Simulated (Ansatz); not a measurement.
Put LiGaI2 in P4mm (No. 99): Li on 1a; Ga on 1a; I on 2c.

The calculation used Ansatz 0.2.0, DFT PBE, scalar-relativistic, plane waves, PAW. Cutoff 420 eV, Γ-centred mesh, Gaussian smearing, no spin polarisation.

Formation energies are uncorrected and refer to the elements' standard structures at the same level.

Question: Predict the relaxed structure.

Answer:

Space group P4mm (No. 99). a = 5.476 Å, b = 5.476 Å, c = 5.741 Å, α = 90.00°, β = 90.00°, γ = 90.00°
```
atom  site  symmetry       x       y       z
  Li    1a       4mm  0.0000  0.0000  0.6418
  Ga    1a       4mm  0.0000  0.0000  0.1455
   I    2c      2mm.  0.5000  0.0000  0.4237
```

Li is surrounded by 2 Ga at 2.85–2.89 Å and 4 I at 3.01 Å; around Ga lie 2 Li at 2.85–2.89 Å and 4 I at 3.17 Å; I has 2 Li at 3.01 Å, 2 Ga at 3.17 Å and 4 I at 3.87 Å. Another local minimum with the same sites may exist.

Question: And its energy and gap?

Answer: The energy over the elements is −0.460 eV/atom. The gap on the 8×8×6 mesh of the 4-atom cell is 0.21 eV.

The last run used Gaussian smearing of 0.01 eV. These runs have no spin–orbit coupling, which can matter for I. Kohn–Sham gaps at this level usually fall short of measured ones. The missing spin–orbit coupling can work the other way here. The reference form of I is held partly by dispersion forces, which this level lacks. Small gaps are read on the mesh alone, and bands can cross between its points. A structure relaxed within its symmetry needn't be a true minimum. Another cell of LiGaI2 relaxed alike, in R-3m, lies 0.30 eV/atom lower, so this cell isn't the stable form at this level.
